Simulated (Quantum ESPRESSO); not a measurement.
# NMR parameters of Cl2 (changed cell)

```
Cl
1.0
    3.26421    -2.05747     0.00000
    3.26421     2.05747     0.00000
    0.00000     0.00000     8.40240
Cl
4
Direct
  0.87602   0.12398   0.60584
  0.12398   0.87602   0.39416
  0.62398   0.37602   0.10584
  0.37602   0.62398   0.89416
```
The cell was made here from a computed Materials Project entry: Cl1 and its equivalents moved by 0.04 Å along (0.00, 0.97, 0.23), space group kept. The parent is Cl2 in Cmce; whether this form has been observed was not checked. Stability against distortions was not tested.

Computed: shieldings by PBE GIPAW (a modified build of Quantum ESPRESSO, JTH PAW datasets), 25 Ha, k-mesh 7×7×3 shifted, f-sum rule met within 0.008 %.

| site | site symmetry | σ_iso (ppm) |
|---|---|---|
| Cl (atoms 1, 2, 3, 4) | m | 361 |

These are absolute shieldings with no macroscopic susceptibility term; δ = σ_ref − σ needs a reference computed alike. By our sweeps, such settings leave a few ppm in absolute σ. The datasets of Cl hold no d projectors, which limits absolute σ on these atoms. Static lattice: thermal averaging is not included.
